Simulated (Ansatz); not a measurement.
## Band structure of LuSi₂

```
Lu Si
1.0
     3.75000    0.00000    0.00000
    -1.87500    3.24760    0.00000
     0.00000    0.00000    4.05000
Lu Si
1 2
Direct
  0.00000 0.00000 0.00000
  0.33333 0.66667 0.50000
  0.66667 0.33333 0.50000
```

Atom numbers follow the list: Lu1, Si2, Si3.

The geometry is COD entry 4344350, unchecked; take it as a test cell.

No spin–orbit coupling, which matters for the heavy atoms here.

The calculation used DFT, PBEsol, all-electron LAPW, scalar-relativistic (Ansatz 0.2.0).

Settings: a Γ-centred 13×13×10 k mesh, Fermi–Dirac smearing of 0.05 eV, basis error target 0.5 meV/atom, no spin polarisation.

Points in fractions of the reciprocal vectors of this cell: Γ (0, 0, 0), M (0.5, 0, 0), K (0.333, 0.333, 0), A (0, 0, 0.5), L (0.5, 0, 0.5), H (0.333, 0.333, 0.5). The path runs Γ–M–K–Γ–A–L–H–A–L. Energies are in eV from the Fermi level; (×n) counts levels within 4 meV of each other, which need not be degenerate by symmetry.

**Question.** Metal or insulator at this level of theory?

**Answer.** No gap opens: metallic or semimetallic.

**Question.** Tabulate bands 30 to 35, counted from the lowest band of the run, along the path.

**Answer.** 
```
k (1/Å)  point  band 30  band 31  band 32  band 33  band 34  band 35
   0.00      Γ    -3.50    -3.39    -2.49     0.62     1.18     1.18
   0.14           -3.55    -3.41    -2.41     0.71     1.18     1.28
   0.28           -3.66    -3.44    -2.23     0.11     1.59     2.18
   0.41           -3.81    -3.49    -2.11    -0.23     2.04     2.08
   0.55           -3.95    -3.52    -2.30     0.03     1.40     1.78
   0.69           -4.06    -3.54    -2.61     0.73     0.84     1.53
   0.83           -4.13    -3.54    -2.84     0.48     1.37     1.54
   0.97      M    -4.15    -3.54    -2.92     0.35     1.32     1.94
   1.05           -4.43    -3.52    -2.61     0.07     1.63     2.01
   1.13           -4.83    -3.45    -2.01    -0.40     2.20     2.20
   1.21           -5.03    -3.34    -1.37    -0.89     1.96     2.46
   1.29           -5.09    -3.18    -1.34    -0.71     1.66     2.60
   1.37           -5.12    -2.98    -1.76    -0.07     1.39     2.42
   1.45           -5.12    -2.74    -2.13     0.54     1.16     2.06
   1.53      K    -5.12    -2.46    -2.46     0.96     0.96     1.83
   1.69           -5.12    -2.97    -1.77     0.43     0.70     2.56
   1.85           -5.08    -3.29    -0.94    -0.39     0.60     2.39
   2.00           -4.94    -3.45    -1.10     0.02     0.63     1.43
   2.16           -4.44    -3.48    -1.68     0.68     0.75     1.06
   2.32           -3.87    -3.45    -2.11     0.45     0.89     2.03
   2.48           -3.57    -3.41    -2.39     0.80     0.91     1.53
   2.64      Γ    -3.50    -3.39    -2.49     0.62     1.18     1.18
   2.75           -3.47    -3.47    -1.93     0.65     0.90     0.90
   2.86           -3.36    -3.36    -1.10     0.40     0.40     0.76
   2.98           -3.21    -3.21    -0.26    -0.08    -0.08     0.92
   3.09           -3.01    -3.01    -0.48    -0.48     0.58     1.13
   3.20           -2.81    -2.81    -0.77    -0.77     1.17     1.17
   3.31           -2.64    -2.64    -0.95    -0.95     0.81     0.81
   3.42      A    -2.58    -2.58    -1.01    -1.01     0.68     0.68
   3.56           -3.17    -2.90    -0.76    -0.58     0.32     0.77
   3.69           -4.19    -3.45    -0.53    -0.42     0.30     1.04
   3.83           -4.90    -3.97    -1.20    -0.45     1.34     1.47
   3.97           -5.06    -4.39    -1.94    -0.41     2.05     2.45
   4.11           -5.10    -4.70    -2.62    -0.38     2.76     2.79
   4.25           -4.91    -4.72    -3.27    -0.36     2.50     3.56
   4.39      L    -5.00    -4.14    -3.82    -0.35     2.36     4.22
   4.47           -5.06    -4.11    -3.82    -0.21     2.25     4.14
   4.55           -5.12    -4.02    -3.80     0.19     1.94     4.03
   4.63           -5.12    -3.88    -3.78     0.78     1.50     4.01
   4.71           -5.12    -3.74    -3.71     1.03     1.50     4.05
   4.78           -5.12    -3.68    -3.56     0.60     2.29     4.14
   4.86           -5.12    -3.60    -3.47     0.30     3.08     4.14
   4.94      H    -5.12    -3.50    -3.50     0.18     3.73     3.73
   5.10           -5.12    -4.01    -3.22     0.59     2.81     3.49
   5.26           -5.11    -4.83    -2.80     1.44     1.93     2.68
   5.42           -5.08    -4.97    -2.23     1.16     1.82     1.97
   5.58           -4.98    -4.45    -1.51     0.51     0.99     1.63
   5.74           -4.43    -3.74    -0.66    -0.04     0.18     1.14
   5.90           -3.31    -3.00    -0.59    -0.58     0.21     0.80
   6.06      A    -2.58    -2.58    -1.01    -1.01     0.68     0.68
```
